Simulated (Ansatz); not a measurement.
The start is a generated cell, SnSe placed in the GeS structure type. The cell and all atomic positions are relaxed at zero pressure with PBEsol (plane waves to 420 eV, PAW, scalar-relativistic; Ansatz, a program for electronic structure). The first steps use a coarse 2×6×5 k-mesh.

Initial structure:
```yaml
crystal:
  lattice:
    - [11.79196, 0.00000, 0.00000]
    - [0.00000, 4.09959, 0.00000]
    - [0.00000, 0.00000, 4.84293]
  atoms:
    - { symbol: Sn, position: [0.12210, 0.25000, 0.12770] }
    - { symbol: Sn, position: [0.37790, 0.75000, 0.62770] }
    - { symbol: Sn, position: [0.87790, 0.75000, 0.87230] }
    - { symbol: Sn, position: [0.62210, 0.25000, 0.37230] }
    - { symbol: Se, position: [0.84950, 0.25000, 0.50230] }
    - { symbol: Se, position: [0.65050, 0.75000, 0.00230] }
    - { symbol: Se, position: [0.15050, 0.75000, 0.49770] }
    - { symbol: Se, position: [0.34950, 0.25000, 0.99770] }
```

Q: Is the relaxed structure metallic? Give its gap.

A: 0.40 eV, indirect (valence top at 67 % of the way from Γ to Z, conduction bottom at 33 % of the way from Y to Γ) (no spin-orbit coupling).

Q: What does it relax into? Give the structure.

A: 
```cif
data_Se4Sn4
_chemical_formula_sum 'Sn4 Se4'
_space_group_name_H-M_alt 'Pnma'
_space_group_IT_number 62
_space_group_name_Hall '-P 2ac 2n'
_cell_length_a 11.43835
_cell_length_b 4.15220
_cell_length_c 4.36168
_cell_angle_alpha 90.000
_cell_angle_beta 90.000
_cell_angle_gamma 90.000
loop_
_space_group_symop_operation_xyz
  'x, y, z'
  '-x, -y, -z'
  '-x+1/2, -y, z+1/2'
  'x+1/2, y, -z+1/2'
  'x+1/2, -y+1/2, -z+1/2'
  '-x+1/2, y+1/2, z+1/2'
  '-x, y+1/2, -z'
  'x, -y+1/2, z'
loop_
_atom_site_label
_atom_site_type_symbol
_atom_site_symmetry_multiplicity
_atom_site_Wyckoff_symbol
_atom_site_fract_x
_atom_site_fract_y
_atom_site_fract_z
_atom_site_occupancy
Sn1 Sn 4 c 0.11802 0.25000 0.09517 1
Se1 Se 4 c 0.35719 0.25000 0.02312 1
```

The space group stays Pnma (No. 62) (the run could not lower it); the end is AFLOW prototype AB_oP8_62_c_c (B29, as in SnS), with 8 atoms in the primitive cell. Final values are on a 3×8×8 k-mesh of the relaxed cell. No spin polarisation in the result.

The run could not lose the symmetry of its start.
